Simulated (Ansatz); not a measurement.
BaTiO3:
```
BaTiO3
1.0
    3.92699     0.00000     0.00000
    0.00000     3.92699     0.00000
    0.00000     0.00000     3.97455
Ba Ti O
1 1 3
Direct
  0.50000   0.50000   0.57954
  0.00000   0.00000   0.09173
  0.00000   0.50000   0.06513
  0.50000   0.00000   0.06513
  0.00000   0.00000   0.55846
```

Relaxed with LDA.

Q: Give the optical modes at the zone centre with their infrared and Raman activity from DFPT, plane-wave PAW LDA (Ansatz code).

A: Transverse frequencies, without the LO–TO term; a row sums one degenerate level.

```
ω (cm⁻¹)  degeneracy  IR ((D/Å)²/amu)  Raman (Å⁴/amu)  activity  symmetry
--------  ----------  ---------------  --------------  --------  --------
96i                2           157.41             180  IR+Raman         E
174                1             8.10              12  IR+Raman        A1
179                2             3.32            0.32  IR+Raman         E
262                1            49.68             890  IR+Raman        A1
288                2             0.21              25  IR+Raman         E
289                1             0.00             4.6     Raman        B1
481                2             9.45              19  IR+Raman         E
509                1            10.70             630  IR+Raman        A1
```

Q: How high does the top mode go among those that the LO–TO term moves?

A: 685 cm⁻¹ for q along x, 685 cm⁻¹ for q along y, 712 cm⁻¹ for q along z.

Space group P4mm. Symmetry was held in the LDA relaxation. At this level the phase is dynamically unstable (imaginary phonons). The run is not spin-polarised. Spin–orbit coupling is left out wherever it is not named.

Potentials: the earlier of the program's two PAW sets. The files were generated under PBE; for other functionals the program regenerates the frozen cores, and for LDA and PBEsol the local potential too.
